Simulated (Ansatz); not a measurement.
**VAsF: single run (Ansatz)**

input.yaml:

```yaml
crystal:
  lattice:
    - [3.328438, 0.0, 0.0]
    - [0.0, 3.328438, 0.0]
    - [0.0, 0.0, 7.531797]
  atoms:
    - { symbol: As, position: [0.25, 0.25, 0.6117] }
    - { symbol: As, position: [0.75, 0.75, 0.3883] }
    - { symbol: F, position: [0.75, 0.25, 0.0] }
    - { symbol: F, position: [0.25, 0.75, 0.0] }
    - { symbol: V, position: [0.25, 0.25, 0.2558] }
    - { symbol: V, position: [0.75, 0.75, 0.7442] }
  symmetry: { tolerance: 0.0003 }
kpoints:
  mp_grid: { grid: [5, 5, 3], shift: [0, 0, 0] }
magnetization:
  spin_polarized: false
scf:
  occupations: { method: fermi_dirac }
hamiltonian:
  pseudopotentials: { kind: paw }
  xc: pbe
  hubbard: { sites: [{ species: V, l: d, u_eff: 4.0 }], double_counting: fll }
basis:
  ecutwfc: 420
output:
  forces: true
  stress: true
  eigenvalues: true
```

The command:

```bash
ansatz run input.yaml --threads 1 --pin off --max-ram 2560MiB --backend cpu --events-out ev --progress --plain --runs-dir out
```

Origin of the cell: a known structure type with other elements, at an estimated volume, so it need not be a known compound.

The smearing width isn't typed, so it takes its default of 0.1 eV.

Output (shortened):

```
SCF iter   1: F=—  HF=-17208.187726 eV  Δρ=8.31e-1  dr2=1.12e3
SCF iter   2: F=—  HF=-17208.456406 eV  Δρ=5.81e-1  dr2=2.32e2
SCF iter   3: F=—  HF=-17160.445666 eV  Δρ=3.08e-1  dr2=7.76e1
SCF iter   4: F=—  HF=-17150.774065 eV  Δρ=3.93e-1  dr2=1.73e2  defer=1
SCF iter   5: F=—  HF=-17144.185269 eV  Δρ=2.95e-2  dr2=3.59e-1
SCF iter   6: F=—  HF=-17144.276938 eV  Δρ=1.50e-2  dr2=1.28e-1
SCF iter   7: F=—  HF=-17144.491752 eV  Δρ=1.32e-2  dr2=4.72e-2
SCF iter   8: F=—  HF=-17144.692995 eV  Δρ=1.34e-2  dr2=7.71e-2
SCF iter   9: F=—  HF=-17144.876265 eV  Δρ=1.04e-2  dr2=1.04e-1
SCF iter  10: F=—  HF=-17144.856179 eV  Δρ=4.72e-3  dr2=9.78e-3
SCF iter  11: F=—  HF=-17144.872910 eV  Δρ=4.82e-3  dr2=2.60e-2
SCF iter  12: F=—  HF=-17144.873392 eV  Δρ=3.10e-3  dr2=1.33e-2
SCF iter  13: F=—  HF=-17144.868383 eV  Δρ=1.83e-3  dr2=1.93e-3
SCF iter  14: F=—  HF=-17144.870573 eV  Δρ=5.77e-4  dr2=7.10e-4
SCF iter  15: F=—  HF=-17144.870527 eV  Δρ=2.01e-4  dr2=3.11e-5
SCF iter  16: F=—  HF=-17144.870539 eV  Δρ=1.13e-4  dr2=1.73e-5
SCF iter  17: F=—  HF=-17144.870538 eV  Δρ=2.15e-5  dr2=4.65e-7
SCF iter  18: F=—  HF=-17144.870538 eV  Δρ=1.16e-5  dr2=1.18e-7
SCF iter  19: F=-17144.870538 eV  HF=-17144.870538 eV  Δρ=4.70e-6  dr2=2.38e-8
SCF 1 converged in 19 iterations: F = -17144.870538 eV  dr2 = 2.38e-8
SCF converged after 19 iterations
Free energy (F): -17144.870538 eV
Harris-Foulkes:  -17144.870538 eV  (|F-HF|=7.68e-9)
Internal energy: -17144.779799 eV  (E = F + TS)
E sigma→0 (E₀):  -17144.825169 eV
Entropy (-TS):   -0.090739 eV (-15.123 meV/atom)
Fermi energy:    12.096364 eV
--- Per-component energies (eV) ---
  E_band       = -818.842937
  E_kinetic    = 1285.229632
  E_local      = -6170.177249  (includes V_loc(G=0)·N_el)
  E_nonlocal   = -1282.039484
  E_hartree    = 3051.519248
  E_xc         = -577.238903
  E_vxc        = -691.457738  (∫ρ·V_xc dr)
  E_hubbard    = 6.696745  (on-site DFT+U / exact-exchange correction)
  E_vhub       = -1.066681  (the Hubbard potential's part of the band-sum identity)
  E_paw        = -6296.585722  (= ΣΔE_a)
  E_vpaw       = -62.375829  (= ΣTr[D̂ρ^β])
  E_aug_tail   = 0.004718  (compensation charges beyond the density's cutoff)
  E_ewald      = -7162.188783
  E_smearing   = -0.090739  (= −TS)
  Σ components = -17144.870538   (vs F -17144.870538, Δ=0.00e0)
--- Forces (eV/Å), atoms counted from 1 ---
  atom   1  As     0.000000     0.000000     0.100234
  atom   2  As     0.000000     0.000000    -0.100234
  atom   3  F      0.000000     0.000000     0.000000
  atom   4  F      0.000000     0.000000     0.000000
  atom   5  V      0.000000     0.000000    -4.161976
  atom   6  V      0.000000     0.000000     4.161976
  max |Σ_I F_I| component: 0.00e0 eV/Å
--- Stress (GPa, compression-positive) ---
       11.870176       0.000000       0.000000
        0.000000      11.870176       0.000000
        0.000000       0.000000     -23.789245
  P = ⅓ Tr σ = -0.0163 GPa (-0.163 kbar)
Occupation matrices written to <dir>
```

Caveats: no spin polarisation, so a magnetic state may lie lower; the k mesh is coarse if the cell is a metal.

Time: 6.7 s on 1 thread of Arm Neoverse V2, with other jobs on the host, peak memory 0.38 GiB, from the program's own first density.
